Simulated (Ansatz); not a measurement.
PbSe:
```
CELL_PARAMETERS angstrom
      0.00000     3.44997     3.44997
      3.44997     0.00000     3.44997
      3.44997     3.44997     0.00000
ATOMIC_POSITIONS crystal
  Se 0.75000 0.75000 0.75000
  Pb 0.00000 0.00000 0.00000
```

Relaxed with PBE. Plane-wave PAW PBE (Ansatz code) gives a gap of 0.67 eV.

**Question.** What gap does HSE06 give on the same cell (Ansatz, PAW)?

**Answer.** 1.12 eV, 0.45 eV more. The hybrid was solved on a coarser mesh and at special points; its gap is the smallest among all of these.

```csv
k,v1 PBE,c1 PBE,v1 HSE06,c1 HSE06
Γ,-1.57,2.12,?,?
X,-0.50,0.67,-0.55,1.12
L,-1.96,2.86,?,?
W,0.00,2.13,?,?
K,-0.37,1.68,?,?
```

**Question.** Top valence (v1) and lowest conduction level (c1) in eV from each method's valence maximum (which need not be a listed point): supply the withheld HSE06 values.

**Answer.** 
- Γ, v1 HSE06: -1.83
- Γ, c1 HSE06: 2.67
- W, v1 HSE06: 0.00
- W, c1 HSE06: 2.73
- L, v1 HSE06: -2.09
- L, c1 HSE06: 3.46
- K, v1 HSE06: -0.38
- K, c1 HSE06: 2.18

Cost on shared cores: the PBE run (SCF on a 7×7×7 mesh, then bands and DOS) roughly 21 core-seconds, the HSE06 run (SCF on 5×5×5, then a few points) roughly 2.2 core-minutes; the tasks are unlike.

Space group F-43m (zinc blende). The cell is a constructed one: a structure type filled with these elements; neither database checked (COD, Materials Project) lists it. It is not the phase usual at ambient conditions (space group No. 225). The cell was relaxed with PBE under the symmetry of its start. At this level the phase is mechanically unstable. Scalar-relativistic: spin–orbit coupling is off unless named, which matters more the heavier the elements.

Potentials: the later of the program's two PAW sets.
